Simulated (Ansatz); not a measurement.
Zr₂Si₄Ru₃ in space group C2/c (No. 15; Pearson symbol mS72), PBE (plane waves, PAW; program Ansatz), all energies at zero smearing, with the estimated change up to a 700 eV cutoff added, with one set of potentials and settings (totals compare only within such a set). Cell of 36 atoms (8 Zr, 16 Si, 12 Ru): -114219.434 eV.

```tsv
element	reference phase	E (eV/atom)
Zr	P6_3/mmc, 2 atoms in the cell	-4183.8362
Si	Fd-3m, 2 atoms in the cell	-635.8096
Ru	P6_3/mmc, 2 atoms in the cell	-5878.6876
```

Formation energy per atom, worked out: (-114219.434 − 8×(-4183.8362) − 16×(-635.8096) − 12×(-5878.6876))/36 = -0.876 eV/atom (-85 kJ per mol of atoms), at 0 K, without zero-point energy or fitted corrections.

The first step of the workflow began from a Materials Project structure, measured or hypothetical; the Crystallography Open Database copy checked does not list it. Its standing as an ambient phase is unchecked. The PBE relaxation kept the symmetry of its start; its stability against distortions is not shown here. The run is not spin-polarised. The references are the lowest solids computed at this level, not always the standard phases.

Potentials: the later of the program's two PAW sets.
